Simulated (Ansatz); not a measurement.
Relaxed LaTl (CsCl type):

```
CELL_PARAMETERS angstrom
      3.91911     0.00000     0.00000
      0.00000     3.91911     0.00000
      0.00000     0.00000     3.91911
ATOMIC_POSITIONS crystal
  La 0.00000 0.00000 0.00000
  Tl 0.50000 0.50000 0.50000
```

In each cell atom 1 (La, nearest neighbour Tl at 3.394 Å; its periodic images, 3.9 Å or more away, move with it) moves by s·(-0.577, -0.577, -0.577) (towards the nearest neighbour), the rest being held.

Calculation: PBEsol (plane waves to 420 eV, PAW, scalar-relativistic; Ansatz, a first-principles code). k mesh 10×10×10 (Γ-centred), Fermi-Dirac smearing 0.05 eV. The energy includes the smearing's −TS. With partly filled bands, energies and forces of such displacements shift with the k mesh and the smearing. LaTl is run without spin polarisation. LaTl was relaxed with its symmetry unable to fall. Spin-orbit coupling is left out, though Tl is heavy. The zero of ΔE is the undisplaced structure. The last digit holds for this mesh only.

```csv
s (Å),ΔE (meV/cell)
-0.340,125.1
-0.272,75.6
-0.204,withheld
-0.136,17.4
-0.068,4.3
0.000,0.0
0.068,4.3
0.136,17.4
0.204,withheld
0.272,75.6
0.340,125.1
```

Problem. Fit an even polynomial form (powers 2, 4) to the given rows and predict ΔE at s = -0.204.

Solution. Least squares on the 9 given rows: ΔE = (914.6)·s² + (1450)·s⁴, in meV/cell with s in Å; root-mean-square residual 0.02 meV/cell. At -0.204 the fit gives 40.6 meV/cell; the calculation gives 40.6 meV/cell, the same to the digits shown. The quadratic term alone would give 38.1 meV/cell.

(For displaced atoms, the force is minus the slope of the energy, and its curvature is a force constant, which sets phonon frequencies.)
